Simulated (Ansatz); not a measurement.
### Question
Pt (diamond, Fd-3m) is relaxed with plane-wave PAW PBE (Ansatz code). What lattice parameters of the conventional cell result?

### Answer
a = 5.775 Å.

The start of the workflow was typed in or built on a structure type; neither database checked (COD, Materials Project) lists it. It is not the phase usual at ambient conditions (space group No. 225). The cell was relaxed with PBE under the symmetry of its start; whether a distortion lowers the energy is not shown. No spin polarisation was allowed. Spin–orbit coupling is left out wherever it is not named.

Potentials: the earlier of the program's two PAW sets.
